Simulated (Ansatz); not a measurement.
B2O:
```cif
data_B4O2
_chemical_formula_sum 'B4 O2'
_space_group_name_H-M_alt 'P-3m1'
_space_group_IT_number 164
_space_group_name_Hall '-P 3 2"'
_cell_length_a 2.56363
_cell_length_b 2.56363
_cell_length_c 11.53493
_cell_angle_alpha 90.000
_cell_angle_beta 90.000
_cell_angle_gamma 120.000
loop_
_atom_site_label
_atom_site_type_symbol
_atom_site_symmetry_multiplicity
_atom_site_Wyckoff_symbol
_atom_site_fract_x
_atom_site_fract_y
_atom_site_fract_z
_atom_site_occupancy
B1 B 2 c 0.00000 0.00000 0.42428 1
B2 B 2 d 0.66667 0.33333 0.02313 1
O1 O 2 d 0.66667 0.33333 0.37617 1
```

Relaxed at zero pressure with PBE (plane waves, PAW; program Ansatz).

Question: The volume is raised by 9 % and shape and atoms relax at that volume. What pressure results, and how do the axes share the change?

Answer: -0.1 GPa; a 0.1 %, b 0.1 %, c 8.8 %; the energy rises by 0 meV/atom.

Question: Give the new structure.

Answer: 
Space group P-3m1 (No. 164); a = b = 2.566 Å, c = 12.553 Å, α = β = 90.00°, γ = 120.00°

| atom | site | symmetry | x | y | z |
|---|---|---|---|---|---|
| B | 2c | 3m. | 0.0000 | 0.0000 | 0.4304 |
| B | 2d | 3m. | 0.6667 | 0.3333 | 0.0210 |
| O | 2d | 3m. | 0.6667 | 0.3333 | 0.3862 |

The phase is kept; no other phase was compared at this pressure.

The workflow started from an entry of the Crystallography Open Database (COD). Its standing as an ambient phase is unchecked. Symmetry was held in the PBE relaxation; its stability against distortions is not shown here. The volume moved by 30 % from the start of the relaxation. A crystal of weakly bound layers computed without a dispersion correction: the cell and the soft elastic constants depend strongly on that.

Potentials: the later of the program's two PAW sets.
